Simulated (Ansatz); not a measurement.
Trial structure of Ba3H8, not yet relaxed:

```
Ba H
1.0
     6.18426    0.00000    0.00000
     0.00000    6.18426    0.00000
     0.00000    0.00000    6.18426
Ba H
3 8
Direct
  0.50000 0.00000 0.00000
  0.00000 0.50000 0.00000
  0.00000 0.00000 0.50000
  0.83219 0.00000 0.00000
  0.16781 0.00000 0.00000
  0.00000 0.83219 0.00000
  0.00000 0.16781 0.00000
  0.00000 0.00000 0.83219
  0.00000 0.00000 0.16781
  0.00000 0.00000 0.00000
  0.50000 0.50000 0.50000
```

Theory: Ansatz 0.2.0, DFT PBE, scalar-relativistic, plane waves, PAW. Settings: cutoff 420 eV, Γ-centred mesh 4×4×4 on the computed 11-atom cell, Gaussian smearing of 0.10 eV; no spin polarisation.

Formation energies are uncorrected and refer to the elements' standard structures at the same level (H₂ as a molecule).

Q: What does a single point on this coarse mesh give?

A: The pressure is 7.0 GPa (it wants to expand), the largest force is 0.51 eV/Å, and the energy is +1.06 eV/atom against the elements. The shortest distance is 1.04 Å.

Q: Is it a good guess?

A: A fair one: relaxing gains about 0.19 eV/atom (the start's value is from the coarse mesh, so the gain is rough) in 10 ionic steps and ends at +0.87 eV/atom on the finer mesh. The symmetry stays Pm-3m (No. 221). The volume per atom grows by 56.2 %, from 21.5 to 33.6 Å³. The shortest distance goes from 1.04 Å (H–H) to 1.28 Å (H–H). Conventional cell: a = 7.175 Å. Ba is surrounded by 2 H at 2.31 Å, 2 H at 3.59 Å, 8 H at 3.81 Å, 2 H at 4.87 Å, 4 H at 5.07 Å and 8 Ba at 5.07 Å; around H on a site of symmetry 4mm lie 1 H at 1.28 Å, 4 H at 1.81 Å, 1 Ba at 2.31 Å, 1 H at 2.56 Å, 4 Ba at 3.81 Å, 1 H at 4.62 Å, 1 Ba at 4.87 Å, 4 H at 5.57 Å and 1 H at 5.90 Å; around H on a site of symmetry m-3m lie 6 H at 1.28 Å (long against the sum of covalent radii); 1 more site not described.

The last run used a 6×6×6 mesh for its 11-atom cell and Gaussian smearing of 0.10 eV. H stands nearly free of neighbours here, and without spin polarisation the energy of such atoms comes out too high. With hydrogen, zero-point motion can shift formation energies by some tens of meV/atom. The relaxation can't lower the symmetry of the start, and the grade says only how near the guess is to its own end. Symmetry constrained the relaxation, so the result can be a saddle point. Another cell of Ba3H8 relaxed alike, in Fm-3m, lies 203 meV/atom lower, so this cell isn't the stable form at this level.
